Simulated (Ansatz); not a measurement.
Lu:
```yaml
crystal:
  lattice:
    - [3.20320, 0.00000, 0.00000]
    - [0.00000, 3.20320, 0.00000]
    - [0.00000, 0.00000, 3.20320]
  atoms:
    - { symbol: Lu, position: [0.00000, 0.00000, 0.00000] }
```

Relaxed with PBE. Special points in fractions of this cell's reciprocal vectors: Γ (0.000, 0.000, 0.000); X (0.000, 0.500, 0.000); M (0.500, 0.500, 0.000); R (0.500, 0.500, 0.500).

Problem. List the band energies nearest the Fermi level at these points for PBE in the plane-wave PAW code Ansatz.

Solution. In eV from the Fermi level; about four levels below and three above (degenerate sets whole), none deeper than 8.9 eV; points with the same levels are listed once.

| k | below | above |
|---|---|---|
| Γ | -5.40 -5.40 -5.40 -5.37 -0.40 -0.40 | 6.00 6.00 6.00 |
| X | -5.35 -5.35 -2.71 -0.40 | 0.37 3.22 3.22 |
| M | -5.36 -5.35 -1.74 -0.20 | 3.23 3.23 3.84 3.84 |
| R | -5.37 -5.37 -5.37 -0.39 -0.39 -0.39 | 6.13 7.48 7.48 7.48 |

Space group Pm-3m (simple cubic). A made-up cell: these elements were put on the sites of a structure type; neither database checked (COD, Materials Project) lists it. It is not the phase usual at ambient conditions (space group No. 194). The PBE relaxation kept the symmetry of its start. At this level the phase is mechanically unstable. Scalar-relativistic: spin–orbit coupling is off unless named, which matters more the heavier the elements.

Potentials: the later of the program's two PAW sets.
